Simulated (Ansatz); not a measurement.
Polymorphs of SnSb, each relaxed with DFT-PBEsol in the program Ansatz with PAW potentials:

A: CsCl type (Pm-3m)
a = b = c = 3.735 Å, α = β = γ = 90.00°

```csv
atom,site,symmetry,x,y,z
Sn,1b,m-3m,0.5000,0.5000,0.5000
Sb,1a,m-3m,0.0000,0.0000,0.0000
```

B: rock salt (Fm-3m)
a = 6.085 Å, b = 6.085 Å, c = 6.085 Å, α = 90.00°, β = 90.00°, γ = 90.00°

```json
[
 {"atom": "Sn", "site": "4a", "symmetry": "m-3m", "x": "0.0000", "y": "0.0000", "z": "0.0000"},
 {"atom": "Sb", "site": "4b", "symmetry": "m-3m", "x": "0.5000", "y": "0.5000", "z": "0.5000"}
]
```

Question: Rank these by energy per atom at 0 K (lowest first), as PBEsol gives it.

Answer: B (+0 meV/atom), A (+106 meV/atom)

Standing as an ambient phase not checked: A; B. All cells were relaxed under the symmetry of their starts (and spin orders); stability against distortions was not tested throughout. Spin–orbit coupling is left out wherever it is not named.

Energies hold the estimated change up to a 700 eV cutoff; steps of a few meV lie near the error of the meshes.

Potentials: the later of the program's two PAW sets.
